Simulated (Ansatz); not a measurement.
Relaxed-ion elastic tensor of CoP₂ in space group P2_1/c (No. 14; Co on 4e, P on 4e, P on 4e) in GPa (Voigt order), r²SCAN (plane waves, PAW; program Ansatz); density 5.17 g/cm³, 12.93 Å³ per atom.

```
  370   53.9   84.3    0.0   26.5    0.0
 53.9    454   55.9    0.0  -10.1    0.0
 84.3   55.9    380    0.0  -61.8    0.0
  0.0    0.0    0.0    132    0.0  -35.1
 26.5  -10.1  -61.8    0.0    108    0.0
  0.0    0.0    0.0  -35.1    0.0    158
```

**Question.** Is the crystal mechanically stable?

**Answer.** Yes: the smallest eigenvalue of C is 87.3 GPa.

**Question.** Work out the Voigt, Reuss and Hill averages.

**Answer.** K_V = 177, K_R = 174, K_H = 176; G_V = 147, G_R = 129, G_H = 138 GPa.

**Question.** Give Young's modulus, Poisson's ratio, Pugh's ratio and the universal anisotropy index.

**Answer.** E = 9KG/(3K + G) = 328 GPa; ν = 0.19; K/G = 1.27 (brittle by the Pugh limit of 1.75); A_U = 5G_V/G_R + K_V/K_R − 6 = 0.69.

**Question.** Estimate the sound speeds and the Debye temperature.

**Answer.** v_l = √((K + 4G/3)/ρ) = 8340 m/s, v_t = √(G/ρ) = 5170 m/s, mean 5700 m/s; Θ = (h/k)(3n/4πV)^(1/3) v_m = 723 K.

**Question.** How much does each axis shrink under pressure?

**Answer.** Linear compressibilities β_i = Σ_j S_ij (j = 1 to 3): x 1.9, y 1.7, z 2.1 per TPa.

The first step of the workflow began from a Materials Project structure, measured or hypothetical; the Crystallography Open Database copy checked does not list it. Its standing as an ambient phase is unchecked. The cell was relaxed with r²SCAN under the symmetry of its start; whether a distortion lowers the energy is not shown. No spin polarisation was allowed.

Potentials: the later of the program's two PAW sets.
